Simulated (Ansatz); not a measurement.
How far is PAW off for TiGa₃?

```xyz
4
Lattice="-1.8945 1.8945 4.3670 1.8945 -1.8945 4.3670 1.8945 1.8945 -4.3670" Properties=species:S:1:pos:R:3 pbc="T T T"
Ti    0.0000    0.0000    0.0000
Ga    0.0000    0.0000    4.3670
Ga    0.0000    1.8945    2.1835
Ga    1.8945    0.0000    2.1835
```

Atom numbers follow the list: Ti1, Ga2, Ga3, Ga4.

The geometry is COD entry 1522707, unchecked; take it as a test cell.

Spin polarisation is left out, and whether a magnetic state lies lower isn't shown here.

Methods: DFT, PBEsol, PAW with Ansatz's default frozen-core files, scalar-relativistic (Ansatz 0.2.0); DFT, PBEsol, all-electron LAPW, scalar-relativistic (Ansatz 0.2.0).

For PAW: a Γ-centred 14×14×14 k mesh, Fermi–Dirac smearing of 0.05 eV, cutoff 420 eV, no spin polarisation; the PAW files were made with PBE, and the program remakes their frozen cores for this functional. LAPW targets a basis error of 0.5 meV/atom. The Ansatz runs share mesh, smearing and spin set-up. Plane-wave (PAW) pressures include the program's estimate of the Pulay term.

Stress and pressure are positive in compression.

Levels count from the Fermi level.

PAW results:

```
                       quantity     PAW
                 pressure (GPa)   -3.17
                stress xx (GPa)   -3.56
                stress zz (GPa)   -2.39
 highest filled level at Γ (eV)  -1.187
   lowest empty level at Γ (eV)   0.436
highest filled level at S0 (eV)  -0.663
  lowest empty level at S0 (eV)   0.631
 highest filled level at N (eV)  -0.304
   lowest empty level at N (eV)   0.525
```

(1) What does LAPW (all electrons) give for the same quantities?

## Answers

(1) 
| quantity | LAPW |
| --- | --- |
| pressure (GPa) | -3.13 |
| stress xx (GPa) | -3.52 |
| stress zz (GPa) | -2.35 |
| highest filled level at Γ (eV) | -1.187 |
| lowest empty level at Γ (eV) | 0.437 |
| highest filled level at S0 (eV) | -0.663 |
| lowest empty level at S0 (eV) | 0.631 |
| highest filled level at N (eV) | -0.305 |
| lowest empty level at N (eV) | 0.526 |
